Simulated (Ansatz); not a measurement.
# Settings and field gradients in BN

Cell: a COD entry, taken as it stands.

```
CELL_PARAMETERS angstrom
2.54000 0.00000 0.00000
-1.27000 2.19970 0.00000
0.00000 0.00000 6.59800
ATOMIC_POSITIONS crystal
B 0.33333 0.66667 0.25000
B 0.66667 0.33333 0.75000
N 0.33333 0.66667 0.75000
N 0.66667 0.33333 0.25000
```

Sites (sets of like atoms) are named by element and the number of their first atom in this list.

Reference run. Method: Kohn–Sham DFT in Ansatz, PBE, plane waves and PAW, scalar-relativistic, 420 eV cutoff, Γ-centred 13×13×5 k-points, Fermi–Dirac smearing 0.02 eV.

It gives V_zz (10²¹ V/m²) B 2.74 (η 0.00), N -0.78 (η 0.00). Each of these runs changes the input as listed (caps on SCF iterations aside):

A. hamiltonian.xc: pbe → lda
B. accuracy: not typed → medium; scf.occupations.method: fermi_dirac → cold; scf.occupations.width: 0.02 → 0.001

Task: How does each run end, and how far do the gradients move?

Result: 

```csv
run,B V_zz (η),N V_zz (η),"largest change of a gradient tensor, all atoms",note
A,2.77 (0.00),-0.37 (0.00),0.41,converged
B,2.74 (0.00),-0.78 (0.00),0.00,converged
```

Run A moves them most, on N (V_zz from -0.78 to -0.37).

On the reference run: At this cell the PBE pressure is -6 GPa (principal stresses up to 11 GPa in size), so it isn't the equilibrium cell of PBE. The entry's cell may itself be off.
